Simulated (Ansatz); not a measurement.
Here is the system:

WC:
```
CELL_PARAMETERS angstrom
      2.88368     0.00000     0.00000
     -1.44184     2.49734     0.00000
      0.00000     0.00000     2.81180
ATOMIC_POSITIONS crystal
  W  0.00000 0.00000 0.00000
  C  0.66667 0.33333 0.50000
```

This is the LDA-relaxed structure.

Problem. All from DFT-LDA in the program Ansatz with PAW potentials, unless another level is named. Give the electronic character.

Solution. metallic (no gap).

Problem. Give the density of states at the Fermi level.

Solution. 0.15 states/eV per atom (mean over ±0.08 eV).

Problem. Predict the formation energy from the elements (no fitted shifts).

Solution. -24 kJ/mol of atoms.

Space group P-6m2. The cell was relaxed with LDA under the symmetry of its start; phonons on a q-mesh show no instability. No spin polarisation was allowed. The references are the lowest solids computed at this level, not always the standard phases. Spin–orbit coupling is left out wherever it is not named.

Potentials: the later of the program's two PAW sets.
